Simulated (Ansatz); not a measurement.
In LDA (plane waves, PAW; program Ansatz), Sn in the simple hexagonal structure (P6/mmm) relaxes to a = 3.178 Å, c = 2.987 Å.

Electronic character: metallic (no gap).

The start of the workflow was typed in or built on a structure type; neither database checked (COD, Materials Project) lists it. It is not the phase usual at ambient conditions (space group No. 141). The cell was relaxed with LDA under the symmetry of its start; its stability against distortions is not shown here. Axis ratios of metals converge slowly with the k-mesh, so a and c are less sure than the volume. Spin–orbit coupling is left out wherever it is not named.

Potentials: the later of the program's two PAW sets.
